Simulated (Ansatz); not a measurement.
**Calculated quadrupolar parameters for SiO2**

The cell is an entry of the Crystallography Open Database (COD).

Space group P4_12_12 (No. 92); a = 4.9501, c = 6.9259 Å.

| site | Wyckoff | site symmetry | x | y | z |
| --- | --- | --- | --- | --- | --- |
| Si | 4a | ..2 | 0.3027 | 0.3027 | 0.0000 |
| O | 8b | 1 | 0.2388 | 0.1086 | 0.1817 |

One atom of each set is listed.

All values are calculated (Ansatz; DFT, PBE, plane waves and PAW, scalar-relativistic, 420 eV cutoff, Γ-centred 5×5×4 k-points, Fermi–Dirac smearing 0.02 eV), not measured.

Conventions: |V_zz| ≥ |V_yy| ≥ |V_xx|, η = (V_xx − V_yy)/V_zz, C_Q = eQV_zz/h.

¹⁷O: I = 5/2, Q = -25.58 mb. Nuclear quadrupole moments: year-2017 set (Pyykkö).

| site | atoms | first shell | V_zz (10²¹ V/m²) | η | C_Q (MHz) |
| --- | --- | --- | --- | --- | --- |
| Si | 4 | 4 O at 1.60–1.61 Å | -0.72 | 0.75 | – |
| O | 8 | 2 Si at 1.60–1.61 Å, angle 145° | 9.07 | 0.16 | -5.61 |

At O V_zz runs parallel to the line that joins its two neighbours (within 1°).

Si has no stable isotope with a ground-state quadrupole moment in the table, so no C_Q is given.

The calculated pressure of 7 GPa (PBE) comes largely from the unrelaxed atoms: it is 1.4 GPa once they are relaxed in the same cell. The largest force is 0.5 eV/Å, so the atoms aren't at the calculated equilibrium and relaxing them would move these values.

Hardware: 1 thread of Intel Xeon Platinum 8375C CPU @ 2.90GHz (Ice Lake) (x86_64; 16 cores open to the job, memory cap 2.5 GiB, no GPU), a shared host with a load of 0.3 a core. Wall time 12 s, CPU time 12 s, peak memory 0.47 GiB.
